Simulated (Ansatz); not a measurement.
## Pressure against volume: TiAgHg2

```
Ti Ag Hg
1.0
     4.15000    0.00000    0.00000
     0.00000    4.15000    0.00000
     0.00000    0.00000    4.06000
Ti Ag Hg
1 1 2
Direct
  0.50000 0.50000 0.00000
  0.00000 0.00000 0.00000
  0.00000 0.50000 0.50000
  0.50000 0.00000 0.50000
```

Conventional cell: a = 4.150 Å, b = 4.150 Å, c = 4.060 Å, α = 90.00°, β = 90.00°, γ = 90.00°. Ti (atom 1) is surrounded by 8 Hg at 2.90 Å and 4 Ag at 2.93 Å. Ag (atom 2) is surrounded by 8 Hg at 2.90 Å and 4 Ti at 2.93 Å. Hg (atom 3) has 4 Ti at 2.90 Å and 4 Ag at 2.90 Å and 4 Hg at 2.93 Å as nearest neighbours.

The geometry is COD entry 1509376, unchecked; take it as a test cell.

Spin polarisation is left out, and whether a magnetic state lies lower isn't shown here.

No spin–orbit coupling, which matters for the heavy atoms here.

All numbers are computed: DFT, PBEsol, all-electron LAPW, scalar-relativistic (Ansatz 0.2.0); DFT, PBEsol, PAW with Ansatz's default frozen-core files, scalar-relativistic (Ansatz 0.2.0).

For LAPW: a Γ-centred 8×8×8 k mesh, Fermi–Dirac smearing of 0.03 eV, basis error target 1 meV/atom, no spin polarisation. PAW takes a cutoff of 420 eV at this cell (files made with PBE, cores remade for this functional). The Ansatz runs share mesh, smearing and spin set-up. Plane-wave (PAW) pressures include the program's estimate of the Pulay term.

The cell above is scaled evenly, with fractional coordinates and shape held.

| V/V(cell) | V (Å³/atom) | P, LAPW (GPa) | P, PAW (GPa) | free energy over the lowest listed, PAW (meV/atom) |
| --- | --- | --- | --- | --- |
| 0.9400 | 16.432 | 18.13 | 18.14 | 105.2 |
| 0.9600 | 16.782 | 14.16 | 14.17 | 70.0 |
| 0.9800 | 17.131 | 10.63 | 10.64 | 43.1 |
| 0.9900 | 17.306 | 9.02 | 9.03 | 32.3 |
| 1.0000 | 17.481 | 7.50 | 7.50 | 23.3 |
| 1.0100 | 17.656 | 6.07 | 6.07 | 15.9 |
| 1.0200 | 17.830 | 4.72 | 4.72 | 10.0 |
| 1.0400 | 18.180 | 2.25 | 2.25 | 2.5 |
| 1.0600 | 18.530 | 0.06 | 0.07 | 0.0 |
